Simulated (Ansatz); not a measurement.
GeW in space group P6/mmm (No. 191; W on 3f, Ge on 1a, Ge on 2d) at seven volumes, plane-wave PAW PBE (Ansatz code), shape and atoms relaxed at each. One row is withheld.

```json
[
 {"V (Å³/atom)": "16.840", "P (GPa)": "19.73"},
 {"V (Å³/atom)": "17.395", "P (GPa)": "12.04"},
 {"V (Å³/atom)": "17.950", "P (GPa)": "5.54"},
 {"V (Å³/atom)": "18.505", "P (GPa)": "0.01"},
 {"V (Å³/atom)": "19.060", "P (GPa)": "?"},
 {"V (Å³/atom)": "19.615", "P (GPa)": "-8.65"},
 {"V (Å³/atom)": "20.171", "P (GPa)": "-11.98"}
]
```

**Question.** Fit the shown pressures and predict the withheld one.

**Answer.** P = (3/2)B₀(x^(7/2) − x^(5/2))[1 + (3/4)(B′ − 4)(x − 1)] with x = (V₀/V)^(2/3). Least squares on the six rows gives V₀ = 18.506 Å³/atom, B₀ = 169 GPa, B′ = 4.50. At V = 19.060, x = 0.9805 and P = -4.67 GPa. The run itself gave -4.69 GPa.

A made-up cell: these elements were put on the sites of a structure type; neither database checked (COD, Materials Project) lists it. Whether it is the stable phase at ambient conditions was not checked. Symmetry was held in the PBE relaxation; its stability against distortions is not shown here. The run is not spin-polarised. Spin–orbit coupling is left out wherever it is not named.

Potentials: the later of the program's two PAW sets.
